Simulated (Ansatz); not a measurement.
Consider the following.

Sb₂Au:
```yaml
crystal:
  lattice:
    - [6.67390, 0.00000, 0.00000]
    - [0.00000, 6.67390, 0.00000]
    - [0.00000, 0.00000, 6.67390]
  atoms:
    - { symbol: Sb, position: [0.37505, 0.12495, 0.87505] }
    - { symbol: Sb, position: [0.62495, 0.87505, 0.12495] }
    - { symbol: Sb, position: [0.12495, 0.87505, 0.37505] }
    - { symbol: Sb, position: [0.87505, 0.12495, 0.62495] }
    - { symbol: Sb, position: [0.87505, 0.37505, 0.12495] }
    - { symbol: Sb, position: [0.12495, 0.62495, 0.87505] }
    - { symbol: Sb, position: [0.62495, 0.62495, 0.62495] }
    - { symbol: Sb, position: [0.37505, 0.37505, 0.37505] }
    - { symbol: Au, position: [0.00000, 0.50000, 0.50000] }
    - { symbol: Au, position: [0.50000, 0.50000, 0.00000] }
    - { symbol: Au, position: [0.50000, 0.00000, 0.50000] }
    - { symbol: Au, position: [0.00000, 0.00000, 0.00000] }
```

This is the PBEsol-relaxed structure.

**Question.** All from the program Ansatz at the PBEsol level (PAW), unless another level is named. Predict the Poisson's ratio.

**Answer.** 0.35.

**Question.** Predict the elastic constants (relaxed ions, GPa).

**Answer.** C11 = 136, C12 = 61.5, C44 = 23.1.

Space group Pa-3. The workflow started from a Materials Project entry (that database holds measured and hypothetical structures alike); the Crystallography Open Database files this formula in space group No. 205, but the cells were not matched. Whether it is the stable phase at ambient conditions was not checked. The PBEsol relaxation kept the symmetry of its start; its stability against distortions is not shown here. As this level gives no gap, shear constants depend on the k-mesh and smearing (Fermi–Dirac, 0.1 eV here). Spin–orbit coupling is left out wherever it is not named.

Potentials: the later of the program's two PAW sets.
